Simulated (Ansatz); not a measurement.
Tl (omega (AlB2-type)): energy against volume

Method: DFT, r2SCAN, plane waves (500 eV) with PAW, scalar-relativistic (Ansatz). (PAW data from PBE, frozen cores regenerated.)

The cell is scaled uniformly from the relaxed one, with fractional coordinates and shape fixed. Energies are extrapolated to zero smearing, pressures are those at the given smearing. Magnetic state: spin not included.

A Birch-Murnaghan fit gives V₀ = 30.51 Å³/atom, B₀ = 30 GPa, B₀′ = 5.3.

(1) What are the energy above the minimum and the pressure at 29.049 Å³/atom?

(2) What are the energy above the minimum and the pressure at 31.470 Å³/atom?

(3) What are the energy above the minimum and the pressure at 33.891 Å³/atom?

Answers

(1) 7.3 meV/atom and 1.73 GPa as computed.

(2) 2.7 meV/atom and -0.84 GPa as computed.

(3) 28.5 meV/atom and -2.39 GPa as computed.
